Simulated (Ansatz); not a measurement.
Starting cell, AgCl (rock salt):

```
AgCl
1.0
    0.00000     5.61150     5.61150
    2.80575     2.80575     5.61150
    2.80575     2.80575     0.00000
Cl Ag
2 2
Direct
  0.00000   0.00000   0.00000
  0.50000   0.00000   0.00000
  0.00000   0.50000   0.50000
  0.50000   0.50000   0.50000
```

The atoms are displaced by Q × the pattern below (from a DFPT mode at X = (0.5, 0.5, 0.0), largest move 1; Q in Å), at fixed cell. (q is in reciprocal vectors of the primitive cell; the cell shown is doubled to hold the pattern.)

```csv
atom,x,y,z
Cl1,0.000,0.000,-0.437
Cl2,0.000,0.000,0.437
Ag3,0.000,0.000,-1.000
Ag4,0.000,0.000,1.000
```

Calculation: PBE (plane waves to 420 eV, PAW, scalar-relativistic; Ansatz, a quantum-chemistry and plane-wave program). k mesh 10×10×10 (Γ-centred), Fermi-Dirac smearing 0.05 eV. AgCl was relaxed with its symmetry unable to fall. 

```csv
Q (Å),−dE/dQ from forces (eV/Å)
-0.100,0.214
-0.083,0.179
-0.067,0.144
-0.050,0.108
-0.033,0.072
-0.017,0.036
0.000,0.000
0.017,-0.036
0.033,-0.072
0.050,-0.108
0.067,-0.144
0.083,-0.179
0.100,-0.214
```

### Question
What harmonic wavenumber does the curvature at Q = 0 give?

### Answer
51 cm⁻¹. E″ = 2.18 eV/Å², M = Σ mᵢ|uᵢ|² = 229.3 u, ν̃ = 521.5·√(|E″|/M).

(A displaced cell: forces are minus the slopes of the energy, force constants its curvatures, and phonons follow from these.)
